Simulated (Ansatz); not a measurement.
SiBMo:
```yaml
crystal:
  lattice:
    - [1.56646, -6.65107, 0.00000]
    - [1.56646, 6.65107, 0.00000]
    - [0.00000, 0.00000, 3.14551]
  atoms:
    - { symbol: Si, position: [0.70214, 0.29786, 0.25000] }
    - { symbol: Si, position: [0.29786, 0.70214, 0.75000] }
    - { symbol: B, position: [0.46753, 0.53247, 0.75000] }
    - { symbol: B, position: [0.53247, 0.46753, 0.25000] }
    - { symbol: Mo, position: [0.10262, 0.89738, 0.75000] }
    - { symbol: Mo, position: [0.89738, 0.10262, 0.25000] }
```

Relaxed with r²SCAN.

Task: Give the Bader charges and basin volumes of the independent atoms, the program Ansatz at the r²SCAN level (PAW).

Result: 

```
atom  Bader charge (e)  Bader volume (Å³)
----  ----------------  -----------------
Si1              +0.06               11.8
B3               -0.63                8.1
Mo5              +0.56               12.9
```

Space group Cmcm. The start of the workflow was typed in or built on a structure type; neither database checked (COD, Materials Project) lists it. Its standing as an ambient phase is unchecked. Symmetry was held in the r²SCAN relaxation; whether a distortion lowers the energy is not shown. The run is not spin-polarised.

Potentials: the earlier of the program's two PAW sets. The files were generated under PBE; for other functionals the program regenerates the frozen cores, and for LDA and PBEsol the local potential too.
